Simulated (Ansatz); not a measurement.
Total density of states per atom from plane-wave PAW r²SCAN (Ansatz code), in 0.25 eV bins, energy from the Fermi level:

```json
[
 {"E (eV)": "-6.45", "states/eV/atom": "0.00"},
 {"E (eV)": "-6.20", "states/eV/atom": "0.02"},
 {"E (eV)": "-5.95", "states/eV/atom": "0.06"},
 {"E (eV)": "-5.70", "states/eV/atom": "0.09"},
 {"E (eV)": "-5.45", "states/eV/atom": "0.11"},
 {"E (eV)": "-5.20", "states/eV/atom": "0.16"},
 {"E (eV)": "-4.95", "states/eV/atom": "56.0"},
 {"E (eV)": "-4.70", "states/eV/atom": "0.23"},
 {"E (eV)": "-4.45", "states/eV/atom": "0.19"},
 {"E (eV)": "-4.20", "states/eV/atom": "0.21"},
 {"E (eV)": "-3.95", "states/eV/atom": "0.23"},
 {"E (eV)": "-3.70", "states/eV/atom": "0.26"},
 {"E (eV)": "-3.45", "states/eV/atom": "0.29"},
 {"E (eV)": "-3.20", "states/eV/atom": "0.33"},
 {"E (eV)": "-2.95", "states/eV/atom": "0.38"},
 {"E (eV)": "-2.70", "states/eV/atom": "0.46"},
 {"E (eV)": "-2.45", "states/eV/atom": "0.63"},
 {"E (eV)": "-2.20", "states/eV/atom": "0.65"},
 {"E (eV)": "-1.95", "states/eV/atom": "0.63"},
 {"E (eV)": "-1.70", "states/eV/atom": "0.62"},
 {"E (eV)": "-1.45", "states/eV/atom": "0.69"},
 {"E (eV)": "-1.20", "states/eV/atom": "0.71"},
 {"E (eV)": "-0.95", "states/eV/atom": "0.71"},
 {"E (eV)": "-0.70", "states/eV/atom": "0.92"},
 {"E (eV)": "-0.45", "states/eV/atom": "1.37"},
 {"E (eV)": "-0.20", "states/eV/atom": "1.53"},
 {"E (eV)": "0.05", "states/eV/atom": "1.89"},
 {"E (eV)": "0.30", "states/eV/atom": "1.02"},
 {"E (eV)": "0.55", "states/eV/atom": "0.71"},
 {"E (eV)": "0.80", "states/eV/atom": "0.60"},
 {"E (eV)": "1.05", "states/eV/atom": "0.70"},
 {"E (eV)": "1.30", "states/eV/atom": "1.15"},
 {"E (eV)": "1.55", "states/eV/atom": "1.83"},
 {"E (eV)": "1.80", "states/eV/atom": "1.57"},
 {"E (eV)": "2.05", "states/eV/atom": "1.54"},
 {"E (eV)": "2.30", "states/eV/atom": "1.32"},
 {"E (eV)": "2.55", "states/eV/atom": "1.48"},
 {"E (eV)": "2.80", "states/eV/atom": "1.56"},
 {"E (eV)": "3.05", "states/eV/atom": "0.93"},
 {"E (eV)": "3.30", "states/eV/atom": "0.71"},
 {"E (eV)": "3.55", "states/eV/atom": "0.63"},
 {"E (eV)": "3.80", "states/eV/atom": "0.67"},
 {"E (eV)": "4.05", "states/eV/atom": "0.67"},
 {"E (eV)": "4.30", "states/eV/atom": "0.68"},
 {"E (eV)": "4.55", "states/eV/atom": "0.70"},
 {"E (eV)": "4.80", "states/eV/atom": "0.74"}
]
```

**Question.** Which of these materials gives this?
(A) Re, hcp (Mg type)
(B) Hf, hcp (Mg type)
(C) Tl, hcp (Mg type)
(D) Lu, hcp (Mg type)

**Answer.** D, Lu, hcp (Mg type). Within 0.5 eV of the Fermi level: Lu 5d 88 %, outside the projected shells 7 %. Projections are on Löwdin-orthogonalised atomic valence shells; empty p or d shells of many metals are not among them.

Space group P6_3/mmc (hcp (Mg type)). The cell was relaxed with r²SCAN under the symmetry of its start. Spin–orbit coupling is left out wherever it is not named.

Potentials: the later of the program's two PAW sets.
